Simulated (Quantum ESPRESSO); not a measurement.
CsSnBr$_{3}$ has the cubic space group Pm-3m (No. 221), the cubic perovskite structure, Pearson symbol cP5. Cell: a = b = c = 5.7802 Å, α = β = γ = 90.00°. Br on 3c is coordinated by 2 Sn at 2.890 Å and 4 Cs at 4.087 Å (octahedral). Sn on 1b has 6 Br at 2.890 Å (octahedral). Cs on 1a sees 12 Br at 4.087 Å (cuboctahedral). (Neighbours: up to the widest gap in distance over summed covalent radii, below 1.35, at either atom; cation-cation contacts left out.)

Cell and atoms were relaxed with PBEsol from Materials Project entry mp-27214, within its symmetry.

Problem. What does PBE (Quantum ESPRESSO, PseudoDojo norm-conserving, 72 Ry, without SOC) give for the electronic structure near the Fermi level?

Solution. The PBE gap is direct, 0.35 eV at R. Spin-orbit splittings are left out. The cell is held in this high symmetry; tilts and polar distortions were not searched.

The structure is a Materials Project entry; no match was found in the copy of COD used, and its stability was not checked.
